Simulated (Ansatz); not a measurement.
HfSi₃O₈ on the sites of tetragonal HfO2 (relaxed group Pmm2) (it has left that coordination) was relaxed with 3 functionals in the plane-wave code Ansatz, cell and atoms free, the symmetry of the start kept (meshes: PBE 8×4×6, r2SCAN 6×4×4, PBEsol 6×4×4). Computed, not measured; no magnetism was allowed, and whether the structure is a known phase isn't checked.

The PBEsol result:
```cif
data_structure
_symmetry_space_group_name_H-M 'Pmm2'
_symmetry_Int_Tables_number 25
_cell_length_a 3.5081
_cell_length_b 5.7628
_cell_length_c 5.8217
_cell_angle_alpha 90.000
_cell_angle_beta 90.000
_cell_angle_gamma 90.000
_cell_volume 117.70
loop_
_atom_site_label
_atom_site_type_symbol
_atom_site_symmetry_multiplicity
_atom_site_Wyckoff_symbol
_atom_site_fract_x
_atom_site_fract_y
_atom_site_fract_z
_atom_site_occupancy
Si1 Si 1 c 0.50000 0.00000 0.58109 1
Si2 Si 2 g 0.00000 0.75350 0.93785 1
O1 O 2 h 0.50000 0.79206 0.38735 1
O2 O 1 a 0.00000 0.00000 0.08688 1
O3 O 1 a 0.00000 0.00000 0.66851 1
O4 O 2 h 0.50000 0.76536 0.83972 1
Hf1 Hf 1 d 0.50000 0.50000 0.53325 1
O5 O 1 b 0.00000 0.50000 0.10097 1
O6 O 1 b 0.00000 0.50000 0.69944 1
```

It is orthorhombic, Pmm2 (No. 25); conventional cell a = 3.508 Å, b = 5.763 Å, c = 5.822 Å, 9.81 Å³ an atom. Si is surrounded by 6 O at 1.65–2.02 Å; Si is surrounded by 6 O at 1.66–2.12 Å; O is surrounded by 1 Si at 1.65 Å and 1 Hf at 1.89 Å; O is surrounded by 2 Si at 1.66 Å; O is surrounded by 4 Si at 1.83–2.12 Å; O is surrounded by 3 Si at 1.85–2.02 Å and 1 Hf at 2.35 Å; Hf is surrounded by 6 O at 1.89–2.35 Å; O is surrounded by 2 Si at 1.74 Å (further sites aren't listed).

Question: How does the cell change with PBE?

Answer: a = 3.538 Å, b = 5.766 Å, c = 6.503 Å; the volume differs by +12.7 % from PBEsol's. Around Si lie 6 O at 1.66–2.06 Å; around Si lie 6 O at 1.68–2.15 Å; around O lie 1 Si at 1.66 Å and 1 Hf at 1.90 Å (further sites aren't listed).

Question: How does the cell change with r2SCAN?

Answer: a = 3.444 Å, b = 5.815 Å, c = 5.822 Å; the volume differs by -0.9 % from PBEsol's. Si has 6 O at 1.63–2.10 Å; Si has 5 O at 1.66–2.03 Å; O has 1 Si at 1.63 Å and 1 Hf at 1.89 Å (further sites aren't listed).

Question: Held at the r2SCAN cell, what mean stress does PBE find, and does its sign point to its own minimum?

Answer: Yes. PBE +7.44 GPa, and its relaxed volume is +13.8 % from r2SCAN's. Compression counts positive, so a positive stress asks for a larger cell.
